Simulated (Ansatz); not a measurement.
Here is the system:

KMgH₃:
```xyz
5
Lattice="3.9126 0.0000 0.0000 0.0000 3.9126 0.0000 0.0000 0.0000 3.9126" Properties=species:S:1:pos:R:3 pbc="T T T"
K      0.0000     0.0000     0.0000
Mg     1.9563     1.9563     1.9563
H      1.9563     0.0000     1.9563
H      0.0000     1.9563     1.9563
H      1.9563     1.9563     0.0000
```

This is the LDA-relaxed structure.

All from LDA in the plane-wave PAW code Ansatz, unless another level is named. Estimate the Born charges (a third of the trace).

K +0.95, Mg +1.83, H -0.93 e.

Predict the static dielectric constant ε0 (ions relaxed, cell fixed).

8.95.

Predict the electronic dielectric constant ε∞ (DFPT).

3.80.

Space group Pm-3m (cubic perovskite). The workflow started from a Materials Project entry (that database holds measured and hypothetical structures alike); the Crystallography Open Database files this formula in space group No. 221, but the cells were not matched. Its standing as an ambient phase is unchecked. The cell was relaxed with LDA under the symmetry of its start; phonons on a q-mesh show no instability.

Potentials: the later of the program's two PAW sets.
